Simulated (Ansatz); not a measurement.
One crystal and one scan (energy over volume and axial ratio) at two levels, PBE (plane waves to 420 eV, PAW, scalar-relativistic; Ansatz, a quantum-chemistry and plane-wave program) and PBEsol (plane waves to 420 eV, PAW, scalar-relativistic; Ansatz), each from its own relaxed cell and on its own mesh. The cell shown is that of PBE.

IrO2 (rutile)

```
CELL_PARAMETERS angstrom
      4.52929     0.00000     0.00000
      0.00000     4.52929     0.00000
      0.00000     0.00000     3.17979
ATOMIC_POSITIONS crystal
  Ir 0.00000 0.00000 0.00000
  Ir 0.50000 0.50000 0.50000
  O  0.30843 0.30843 0.00000
  O  0.80843 0.19157 0.50000
  O  0.19157 0.80843 0.50000
  O  0.69157 0.69157 0.00000
```

Two coordinates are scanned: the volume, and the ratio of the stretch along z (the conventional c axis) to the stretch across it. Atoms keep their fractional coordinates.

Energies are smeared free energies. IrO2 is run without spin polarisation and with no Hubbard U. IrO2 was relaxed with its symmetry unable to fall. Spin-orbit coupling is left out, though Ir is heavy. As the atoms are clamped, bonds stretch with the cell, which overstates energies and stresses. With partly filled bands, the response to shear is sensitive to the k mesh, so small differences along c/a are uncertain. Percentages come from the unrounded values.

Results of PBE:

```
Quantity                                                                                      Result
--------------------------------------------------------------------------------------------  ------
Lattice constant a (Å)                                                                         4.529
Lattice constant c (Å)                                                                         3.180
Relaxed volume (Å³/atom)                                                                       10.87
Modulus against c/a change at fixed volume, (3/4V)·∂²E/∂(ln c/a)² (fit, atoms clamped) (GPa)     215
```

Estimate the PBEsol values.


```json
[
 {"quantity": "Lattice constant a (Å)", "PBEsol": "4.472", "PBE − PBEsol": "+0.057 (+1.3 %)"},
 {"quantity": "Lattice constant c (Å)", "PBEsol": "3.154", "PBE − PBEsol": "+0.026 (+0.8 %)"},
 {"quantity": "Relaxed volume (Å³/atom)", "PBEsol": "10.51", "PBE − PBEsol": "+0.36 (+3.4 %)"},
 {"quantity": "Modulus against c/a change at fixed volume, (3/4V)·∂²E/∂(ln c/a)² (fit, atoms clamped) (GPa)", "PBEsol": "238", "PBE − PBEsol": "-23 (-10 %)"}
]
```

PBE gives the higher value for: lattice constant a; lattice constant c; relaxed volume. PBE gives the lower value for: modulus against c/a change at fixed volume.

(Under strain, the slope of the energy per volume gives the stress and its curvature an elastic modulus.)
